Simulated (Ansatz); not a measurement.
ZrCu:
```xyz
2
Lattice="3.2536 0.0000 0.0000 0.0000 3.2536 0.0000 0.0000 0.0000 3.2536" Properties=species:S:1:pos:R:3 pbc="T T T"
Zr     1.6268     1.6268     1.6268
Cu     0.0000     0.0000     0.0000
```

Relaxed with r²SCAN. Special points in fractions of this cell's reciprocal vectors: Γ (0.000, 0.000, 0.000); X (0.000, 0.500, 0.000); M (0.500, 0.500, 0.000); R (0.500, 0.500, 0.500).

Question: List the band energies nearest the Fermi level at these points for r²SCAN with spin–orbit coupling (plane waves, PAW; program Ansatz).

Answer: In eV from the Fermi level; about four levels below and three above (degenerate sets whole), none deeper than 8.9 eV; points with the same levels are listed once.

```tsv
k	below	above
Γ	-0.05 -0.05 -0.05 -0.05	4.25 4.25 4.25 4.25
X	-2.04 -2.04 -0.57 -0.57	1.19 1.19 1.26 1.26
M	-2.70 -2.70 -2.13 -2.13	0.44 0.44 0.58 0.58
R	-2.51 -2.51 -2.51 -2.51	2.85 2.85 5.64 5.64 5.64 5.64
```

Space group Pm-3m (CsCl type). The workflow started from a Materials Project entry (that database holds measured and hypothetical structures alike); the Crystallography Open Database copy checked does not list it. Whether it is the stable phase at ambient conditions was not checked. Symmetry was held in the r²SCAN relaxation; whether a distortion lowers the energy is not shown. No spin polarisation was allowed.

Potentials: the later of the program's two PAW sets.
